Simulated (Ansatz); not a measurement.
SnO (litharge type, space group P4/nmm)

```xyz
4
Lattice="3.8371 0.0000 0.0000 0.0000 3.8371 0.0000 0.0000 0.0000 4.7586" Properties=species:S:1:pos:R:3 pbc="T T T"
Sn     1.9185     0.0000     1.1584
Sn     0.0000     1.9185     3.6002
O      0.0000     0.0000     0.0000
O      1.9185     1.9185     0.0000
```

In this cell atom 3 (O, nearest neighbour Sn at 2.241 Å; its periodic images, 3.8 Å or more away, move with it) is moved by u·(1.000, 0.000, 0.000) + v·(0.000, 1.000, 0.000); the rest is frozen.

The numbers are results of PBE-D3(BJ) (plane waves to 420 eV, PAW, scalar-relativistic; Ansatz, an electronic-structure program), not measurements. k mesh 10×10×8 (Γ-centred), Fermi-Dirac smearing 0.05 eV. Energies are smeared free energies. With partly filled bands, energies and forces of such displacements shift with the k mesh and the smearing. At this level the bands of SnO touch or barely overlap; measurements give the solid a gap. SnO was relaxed with its symmetry unable to fall. ΔE is measured from the undisplaced structure. Axes are in Å.

```tsv
ΔE (meV/cell)	u = -0.340	u = -0.227	u = -0.113	u = 0.000	u = 0.113	u = 0.227	u = 0.340
v = -0.340	987	705	___	___	___	705	987
v = -0.227	705	413	257	209	257	413	705
v = -0.113	___	257	99	50	99	257	___
v = 0.000	___	209	50	0	50	209	___
v = 0.113	___	257	99	50	99	257	___
v = 0.227	705	413	257	209	257	413	705
v = 0.340	987	705	___	___	___	705	987
```

Question: Fill in the missing entries.

Answer: 
- v = -0.340, u = -0.113: 554
- v = -0.340, u = 0.000: 507
- v = -0.340, u = 0.113: 554
- v = -0.113, u = -0.340: 554
- v = -0.113, u = 0.340: 554
- v = 0.000, u = -0.340: 507
- v = 0.000, u = 0.340: 507
- v = 0.113, u = -0.340: 554
- v = 0.113, u = 0.340: 554
- v = 0.340, u = -0.113: 554
- v = 0.340, u = 0.000: 507
- v = 0.340, u = 0.113: 554

(For displaced atoms, the force is minus the slope of the energy, and its curvature is a force constant, which sets phonon frequencies.)
